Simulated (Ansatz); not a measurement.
## Ga2H2O single point

The input, for Ansatz 0.2.0 (plane waves, PAW):

```yaml
crystal:
  lattice:
    - [1.952174, 3.381262, 0.0]
    - [-1.952174, 3.381262, 0.0]
    - [0.0, 0.0, 4.223776]
  atoms:
    - { symbol: H, position: [0.3333, 0.3334, 0.1232] }
    - { symbol: H, position: [0.6667, 0.6666, 0.8768] }
    - { symbol: O, position: [0.0, 0.0, 0.0] }
    - { symbol: Ga, position: [0.3333, 0.3334, 0.468] }
    - { symbol: Ga, position: [0.6667, 0.6666, 0.532] }
  symmetry: { tolerance: 0.0003 }
kpoints:
  mp_grid: { grid: [10, 10, 8], shift: [0, 0, 0] }
  band_path:
    path:
      - [0.0, 0.0, 0.0]
      - [0.49999993, 0.50000002, 0.0]
      - [0.33333329, 0.66666676, 0.0]
      - [0.0, 0.0, 0.0]
      - [0.0, 0.0, 0.5]
      - [0.49999993, 0.50000002, 0.5]
      - [0.33333329, 0.66666676, 0.5]
      - [0.0, 0.0, 0.5]
      - [0.49999993, 0.50000002, 0.5]
      - [0.49999993, 0.50000002, 0.0]
      - [0.33333329, 0.66666676, 0.5]
    npoints: 6
magnetization:
  spin_polarized: false
scf:
  occupations: { method: fermi_dirac }
  lower_state_search: "off"
  max_iter: 200
hamiltonian:
  pseudopotentials: { kind: paw }
  xc: pbe
basis:
  ecutwfc: 420
  fft_grid_basis: typed
output:
  forces: true
  stress: true
  eigenvalues: true
  bader: true
  populations: true
  elf: true
  write_potential: true
  volumetric_format: npy
  dos:
    e_range: [-12, 8]
    de: 0.05
    projected: { site_lists: { Ga: [Ga], H: [H], O: [O] } }
checkpoint:
  read: saved_state
```

The run starts from an earlier solution of this cell. 

Output (shortened):

```
Free energy (F): -8157.3118 eV
Harris-Foulkes:  -8157.3118 eV  (|F-HF|=3.98e-9)
Internal energy: -8157.2209 eV  (E = F + TS)
E sigma→0 (E₀):  -8157.2663 eV
Entropy (-TS):   -0.0909 eV (-18.178 meV/atom)
Fermi energy:    6.1285 eV
--- Forces (eV/Å), atoms counted from 1 ---
  atom   1  H      0.0000     0.0000    -3.1989
  atom   2  H      0.0000     0.0000     3.1989
  atom   3  O      0.0000     0.0000     0.0000
  atom   4  Ga     0.0000     0.0000     1.0167
  atom   5  Ga     0.0000     0.0000    -1.0167
--- Stress (GPa, compression-positive) ---
       16.9123       0.0000       0.0000
        0.0000      16.9123       0.0000
        0.0000       0.0000      17.9592
  P = ⅓ Tr σ = 17.2612 GPa (172.612 kbar)
--- Löwdin populations: 5 sites ---
  site symbol       q [e]
     0      H      0.9203
     1      H      0.9203
     2      O      6.4452
     3     Ga     12.7908
     4     Ga     12.7908
  spilling = 0.0039 (of n_electrons = 34.0000)
```

Origin: a known structure type with other elements, at an estimated volume, so it need not be a known compound. Caveats: many states at the Fermi level without spin polarisation, so a magnetic state may lie lower; atoms or cell far from equilibrium.
